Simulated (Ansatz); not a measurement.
The start is a generated cell, Ge2Sb2Te5 built in the Ge2Sb2Te5-Kooi structure type. A full variable-cell relaxation at zero pressure is run with r2SCAN (plane waves to 500 eV, PAW, scalar-relativistic; Ansatz, a first-principles code). The first steps use a 9×9×2 k-mesh.

The start:
```yaml
crystal:
  lattice:
    - [4.22000, 0.00000, 0.00000]
    - [-2.11000, 3.65463, 0.00000]
    - [0.00000, 0.00000, 17.24000]
  atoms:
    - { symbol: Te, position: [0.00000, 0.00000, 0.00000] }
    - { symbol: Ge, position: [0.66667, 0.33333, 0.10600] }
    - { symbol: Ge, position: [0.33333, 0.66667, 0.89400] }
    - { symbol: Te, position: [0.33333, 0.66667, 0.20500] }
    - { symbol: Te, position: [0.66667, 0.33333, 0.79500] }
    - { symbol: Sb, position: [0.00000, 0.00000, 0.31700] }
    - { symbol: Sb, position: [0.00000, 0.00000, 0.68300] }
    - { symbol: Te, position: [0.66667, 0.33333, 0.42100] }
    - { symbol: Te, position: [0.33333, 0.66667, 0.57900] }
```

Task: Which atoms feel the largest initial force, and how large is it?

Result: 0.70 eV/Å, on Sb6, Sb7 (atoms numbered as listed).

Task: How much energy is released per atom?

Result: 21 meV/atom.

Task: How does the volume per atom move from start to end?

Result: +4.4 %, from 29.54 to 30.85 Å³/atom.

Task: How do the shortest distances between atoms change?

Result: The closest pairs of elements (up to four, under 3.6 Å), start → end: Ge–Te 2.97 → 2.98 Å; Sb–Te 3.03 → 2.99 Å.

The space group stays P-3m1 (No. 164) (the run could not lower it), with 9 atoms in the primitive cell. No spin polarisation in the result.

The run could not lose the symmetry of its start.

The first start was generated by placing the elements on the sites of a structure type. Materials Project lists a structure of Ge2Sb2Te5 in the same space group, P-3m1 (No. 164); the sites were not compared with it, nor with measured phases.
